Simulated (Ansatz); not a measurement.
A relaxed cell of In3SbTe2 is given with its symmetry left out. The cell was found from a structure generator's guess, not taken from experiment.

Theory: DFT PBE, scalar-relativistic, plane waves, PAW in Ansatz 0.2.0. Cutoff 420 eV, Γ-centred mesh, Gaussian smearing, no spin polarisation.

```
In Sb Te
1.0
     7.18897    0.00000    0.00000
    -3.59449    6.22583    0.00000
     0.00000    0.00000    4.52422
In Sb Te
3 1 2
Direct
  0.50000 0.00000 0.50000
  0.00000 0.50000 0.50000
  0.50000 0.50000 0.50000
  0.00000 0.00000 0.50000
  0.33333 0.66667 0.00000
  0.66667 0.33333 0.00000
```

The zero of energy is the elements' standard structures at the same level; no fitted shifts are applied.

Problem. What space group does it have?

Solution. P6/mmm (No. 191). Conventional cell: a = 7.189 Å, c = 4.524 Å. In has 4 Te at 3.07 Å, 4 In at 3.59 Å and 2 Sb at 3.59 Å; Sb is surrounded by 6 In at 3.59 Å; around Te lie 6 In at 3.07 Å.

Problem. How far does it lie from the elements in energy?

Solution. +0.12 eV/atom. It can't be a ground state, since the elements alone are lower.

Problem. Is it a metal?

Solution. Yes, bands cross the Fermi level on the 6×6×8 mesh.

The last run used a 6×6×8 mesh (in the run's order of axes) for its 6-atom cell and Gaussian smearing of 0.10 eV. Spin–orbit coupling, which can matter for Sb and Te, is left out. The reference form of Te is held partly by dispersion forces, which this level lacks. Symmetry constrained the relaxation, so the result can be a saddle point. Another cell of In3SbTe2 relaxed alike, in Immm (a Materials Project cell), lies 0.33 eV/atom lower, so this cell isn't the stable form at this level.
